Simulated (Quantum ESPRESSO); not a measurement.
**Band energies of K2Pt**

```
K2Pt
1.0
    0.00000     3.73612     3.73612
    3.73612     0.00000     3.73612
    3.73612     3.73612     0.00000
K Pt
2 1
Direct
  0.75000   0.75000   0.75000
  0.25000   0.25000   0.25000
  0.00000   0.00000   0.00000
```

PBEsol (pw.x of Quantum ESPRESSO, ONCV potentials, with spin-orbit coupling); path ΓXWKΓLUWLK,UX; energies in eV from the valence-band maximum.

```
k (1/Å)  point  band 36  band 37  band 38  band 39  band 40  band 41  band 42  band 43
-------  -----  -------  -------  -------  -------  -------  -------  -------  -------
0.00         Γ    -0.03     2.74     2.74     3.30     3.30     3.30     3.30     5.28
0.24              -0.04     2.41     2.41     3.13     3.13     3.44     3.44     5.44
0.48              -0.04     1.72     1.72     3.37     3.37     3.75     3.75     4.58
0.72              -0.01     1.27     1.27     3.56     3.56     3.66     3.66     4.02
0.84         X     0.00     1.19     1.19     3.45     3.45     3.66     3.66     4.06
0.98              -0.02     1.33     1.33     3.19     3.19     3.53     3.53     4.20
1.26         W    -0.12     2.11     2.11     2.42     2.42     2.90     2.90     4.76
1.56         K    -0.06     1.74     1.74     2.43     2.43     3.87     3.87     4.16
1.76              -0.10     1.79     1.79     2.48     2.48     3.88     3.88     4.58
1.96              -0.08     1.76     1.76     3.04     3.04     3.73     3.73     5.19
2.25              -0.04     2.52     2.52     3.12     3.12     3.40     3.40     5.57
2.45         Γ    -0.03     2.74     2.74     3.30     3.30     3.30     3.30     5.28
2.66              -0.04     2.47     2.47     3.12     3.12     3.42     3.42     5.60
2.87              -0.07     1.71     1.71     3.31     3.31     3.73     3.73     5.63
3.07              -0.08     1.08     1.08     3.53     3.53     4.00     4.00     5.78
3.18         L    -0.08     0.97     0.97     3.56     3.56     4.04     4.04     5.81
3.28              -0.08     1.04     1.04     3.48     3.48     3.97     3.97     5.33
3.49              -0.09     1.49     1.49     2.80     2.80     3.89     3.89     4.54
3.69         U    -0.06     1.74     1.74     2.43     2.43     3.87     3.87     4.16
3.99         W    -0.12     2.11     2.11     2.42     2.42     2.90     2.90     4.76
4.16              -0.11     1.84     1.84     2.51     2.51     3.34     3.34     4.68
4.33              -0.09     1.35     1.35     3.05     3.05     3.81     3.81     4.78
4.50              -0.08     1.02     1.02     3.51     3.51     3.99     3.99     5.42
4.59         L    -0.08     0.97     0.97     3.56     3.56     4.04     4.04     5.81
4.67              -0.08     1.02     1.02     3.51     3.51     3.99     3.99     5.41
4.84              -0.09     1.36     1.36     3.01     3.01     3.89     3.89     4.70
5.01              -0.07     1.78     1.78     2.40     2.40     3.89     3.89     4.26
5.10         K    -0.06     1.74     1.74     2.43     2.43     3.87     3.87     4.16
5.10         U    -0.06     1.74     1.74     2.43     2.43     3.87     3.87     4.16
5.40         X     0.00     1.19     1.19     3.45     3.45     3.66     3.66     4.06
```

The PBEsol gap is indirect, 0.97 eV, from X to L; the smallest direct gap is 1.05 eV.

Geometry relaxed with PBEsol.

The structure is a Materials Project entry; no match was found in the copy of COD used, and its stability was not checked.
